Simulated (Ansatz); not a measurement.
Ga$_{2}$O$_{3}$:
```
Ga2O3
1.0
    2.99335     0.00000     0.00000
   -1.49668     2.59232     0.00000
    0.00000     0.00000     6.96967
Ga O
2 3
Direct
  0.33333   0.66667   0.20015
  0.66667   0.33333   0.79985
  0.00000   0.00000   0.00000
  0.33333   0.66667   0.69502
  0.66667   0.33333   0.30498
```

Relaxed with PBEsol. Special points in fractions of this cell's reciprocal vectors: Γ (0.000, 0.000, 0.000); M (0.500, 0.000, 0.000); K (0.333, 0.333, 0.000); A (0.000, 0.000, 0.500); L (0.500, 0.000, 0.500); H (0.333, 0.333, 0.500).

List the band energies nearest the valence-band maximum at these points for DFT-PBEsol in the program Ansatz with PAW potentials.

In eV from the valence-band maximum; about four levels below and three above (degenerate sets whole), none deeper than 8.9 eV; points with the same levels are listed once.

```json
[
 {"k": "Γ", "below": "-1.01 -1.01 -0.83 -0.83 0.00", "above": "2.47 5.57 6.44"},
 {"k": "M", "below": "-1.88 -1.48 -0.72 -0.57", "above": "4.37 7.57 7.93"},
 {"k": "K", "below": "-3.60 -3.60 -0.83 -0.83 -0.74", "above": "6.78 6.78 10.09"},
 {"k": "A", "below": "-0.96 -0.96 -0.85 -0.85", "above": "3.41 4.95 6.47"},
 {"k": "L", "below": "-2.12 -1.77 -0.66 -0.23", "above": "4.58 7.37 7.44"},
 {"k": "H", "below": "-3.38 -3.38 -1.04 -1.04 -0.87", "above": "6.83 6.83 10.16"}
]
```

Space group P-3m1 (La2O3 or Ni2Al3 type). A made-up cell: these elements were put on the sites of a structure type; neither database checked (COD, Materials Project) lists it. It is not the phase usual at ambient conditions (space group No. 12, 167). Symmetry was held in the PBEsol relaxation. At this level the phase is dynamically unstable (imaginary phonons). Scalar-relativistic: spin–orbit coupling is off unless named, which matters more the heavier the elements.

Potentials: the earlier of the program's two PAW sets. The files were generated under PBE; for other functionals the program regenerates the frozen cores, and for LDA and PBEsol the local potential too.
